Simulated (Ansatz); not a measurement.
Question: Name crystals whose computed values (PBE (plane waves, PAW; program Ansatz)) fall in these windows: B₀ by P(V) fit (GPa) 120 to 170; highest Γ mode, no LO–TO term (cm⁻¹) 1000 to 1500.

Answer: 

| crystal | B₀ by P(V) fit (GPa) | highest Γ mode, no LO–TO term (cm⁻¹) |
|---|---|---|
| CaB6, Pm-3m (Ca on 1b, B on 6e) | 149 | 1259 |
Others may fit too.

The cell was relaxed under the symmetry of its start.

Potentials: the later of the program's two PAW sets.
